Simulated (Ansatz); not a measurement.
**Rb2CdSe2O6 — ⁸⁵Rb NMR of the central transition**

Cell: a measured structure from the Crystallography Open Database (COD), its atoms then relaxed with PBE in this cell.

```cif
data_Rb2CdSe2O6
_symmetry_space_group_name_H-M 'R-3m:H'
_symmetry_Int_Tables_number 166
_cell_length_a 5.7503
_cell_length_b 5.7503
_cell_length_c 19.6685
_cell_angle_alpha 90.000
_cell_angle_beta 90.000
_cell_angle_gamma 120.000
loop_
_atom_site_label
_atom_site_type_symbol
_atom_site_symmetry_multiplicity
_atom_site_Wyckoff_symbol
_atom_site_fract_x
_atom_site_fract_y
_atom_site_fract_z
Rb Rb 6 c 0.0000 0.0000 0.8023
Cd Cd 3 a 0.0000 0.0000 0.0000
Se Se 6 c 0.0000 0.0000 0.6259
O O 18 h 0.1561 0.8439 0.5887
```

One atom of each set is listed; the run and its k-mesh use a cell of 11 atoms with edges of 7.35, 7.35, 7.35 Å.

Computed with Ansatz: DFT, r2SCAN, plane waves and PAW, scalar-relativistic, 500 eV cutoff, Γ-centred 4×4×4 k-points, Fermi–Dirac smearing 0.02 eV.

⁸⁵Rb has I = 5/2 and Q = 276.0 mb (Pyykkö 2018); at 23.5 T its Larmor frequency is ν₀ = 96.9 MHz. Only the quadrupole interaction is simulated: positions count from each site's isotropic chemical shift, and J coupling is left out, as are shift anisotropy and dipolar coupling, which fast spinning averages.

Simulated pattern of one Rb site (fast magic-angle spinning, Gaussian broadening 0.09 kHz):

offset (kHz), height and a bar:
```
   -1.827          0 
   -1.785          1 
   -1.742          3 #
   -1.699          5 #
   -1.656          5 ##
   -1.613          5 ##
   -1.570          6 ##
   -1.527          6 ##
   -1.484          6 ##
   -1.441          6 ##
   -1.398          6 ##
   -1.355          6 ##
   -1.312          6 ##
   -1.269          7 ##
   -1.227          7 ##
   -1.184         10 ###
   -1.141         28 ########
   -1.098         65 ###################
   -1.055         78 #######################
   -1.012         63 ###################
   -0.969         51 ###############
   -0.926         46 ##############
   -0.883         43 #############
   -0.840         41 ############
   -0.797         40 ############
   -0.754         39 ############
   -0.711         39 ############
   -0.668         39 ############
   -0.626         40 ############
   -0.583         41 ############
   -0.540         43 #############
   -0.497         45 #############
   -0.454         48 ##############
   -0.411         54 ################
   -0.368         63 ###################
   -0.325         83 #########################
   -0.282        100 ##############################
   -0.239         71 #####################
   -0.196         21 ######
   -0.153          2 #
```

(1) Which |C_Q| and η does the pattern imply?

Answers

(1) The pattern spans 1.50 kHz before broadening and its centre of gravity is at -0.701 kHz, which fixes P_Q; the places of the horns and steps fix η. That gives P_Q = 3.37 MHz, |C_Q| = 3.37 MHz and η = 0.00. The sign of C_Q can't be read from the pattern.

An axis of threefold or higher order runs through Rb, so V_zz lies along it and η is zero.

The largest force is 0.8 eV/Å, so the atoms aren't at the calculated equilibrium and relaxing them would move these values. Without spin–orbit coupling (the program notes it for Rb) the gradients are little affected as a rule: paired runs on crystals with a gap mostly move them by under 2 % at such atoms.

Hardware: 1 thread of AMD EPYC 9R14 (Zen 4) (x86_64; 16 cores open to the job, memory cap 2.5 GiB, no GPU), a shared host with a load of 0.3 a core. Wall time 18 s, CPU time 18 s, peak memory 1.3 GiB.
